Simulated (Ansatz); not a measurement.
One crystal and one scan (energy against volume) at two levels, r2SCAN (plane waves to 500 eV, PAW, scalar-relativistic; Ansatz, a quantum-chemistry and plane-wave program) and PBE (plane waves to 420 eV, PAW, scalar-relativistic; Ansatz), each from its own relaxed cell and on its own mesh. The cell shown is that of r2SCAN.

PbS (rock salt)

```xyz
2
Lattice="0.0000 2.9872 2.9872 2.9872 0.0000 2.9872 2.9872 2.9872 0.0000" Properties=species:S:1:pos:R:3 pbc="T T T"
S      0.0000     0.0000     0.0000
Pb     2.9872     2.9872     2.9872
```

This relaxed cell (volume V₀) is scaled evenly in all directions, its shape held. Symmetry pins the atoms to their sites.

The energy includes the smearing's −TS. PbS was relaxed with its symmetry unable to fall. Spin-orbit coupling is left out, though Pb is heavy. Percentages come from the unrounded values. Both scans cover V/V₀ from 0.900 to 1.100.

Results of r2SCAN:

| Property | Result |
|---|---|
| Lattice constant a (Å) | 5.974 |
| Pressure at the smallest volume (GPa) | 7.62 |
| Energy cost of the largest compression (meV/atom) | 57.9 |
| Energy cost of the largest expansion (meV/atom) | 40.6 |
| Bulk modulus B₀ (third-order Birch-Murnaghan fit) (GPa) | 57.8 |
| Pressure for 5 % compression (fit) (GPa) | 3.3 |

Task: Estimate the PBE values.

Result: 
```csv
quantity,PBE,r2SCAN − PBE
Lattice constant a (Å),6.009,-0.035 (-0.6 %)
Pressure at the smallest volume (GPa),6.95,+0.67 (+9.5 %)
Energy cost of the largest compression (meV/atom),53.8,+4.1 (+7.6 %)
Energy cost of the largest expansion (meV/atom),37.7,+2.9 (+7.9 %)
Bulk modulus B₀ (third-order Birch-Murnaghan fit) (GPa),52.7,+5.1 (+9.6 %)
Pressure for 5 % compression (fit) (GPa),3.0,+0.3 (+10 %)
```

r2SCAN gives the higher value for: pressure at the smallest volume; energy cost of the largest compression; energy cost of the largest expansion; bulk modulus B₀; pressure for 5 % compression. r2SCAN gives the lower value for: lattice constant a. Neither level is exact: the differences show how much the result hangs on the functional.

(Under strain, the slope of the energy per volume gives the stress and its curvature an elastic modulus.)
